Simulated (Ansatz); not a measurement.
ZnCu (Pm-3m), trigonal deformation path

All numbers below come from DFT PBEsol, scalar-relativistic, plane waves, PAW in Ansatz 0.2.0. The runs took a 420 eV cutoff, a Γ-centred 18×18×18 mesh and Gaussian smearing (0.15 eV). No spin polarisation. Energies are free energies at this smearing, counted from the undisturbed cell; pressure is positive in compression.

The undisturbed cell (as given, not relaxed at this level; it stands at -4.6 GPa, and it needn't be the usual structure):

```
Zn Cu
1.0
     2.94500    0.00000    0.00000
     0.00000    2.94500    0.00000
     0.00000    0.00000    2.94500
Zn Cu
1 1
Direct
  0.50000 0.50000 0.50000
  0.00000 0.00000 0.00000
```

At fixed volume and fractional coordinates, lengths along (0.577, 0.577, 0.577) are scaled against those across it; ρ is that ratio over its starting value. The cell is metallic on the mesh throughout. At ρ = 2.000 the cell becomes cubic (Fm-3m), and there the slope of the energy vanishes by symmetry.

```
    ρ  ΔE (meV/atom) pressure (GPa)
0.500         6358.7           172.3
0.600         2607.4            78.0
0.710          929.8            26.6
0.850          158.0             0.7
0.930           26.9            -3.7
1.000            0.0            -4.6
1.080           23.7            -3.8
1.200          109.4            -0.7
1.410          282.6             5.9
1.700          449.1            12.7
2.000          500.4            14.8
```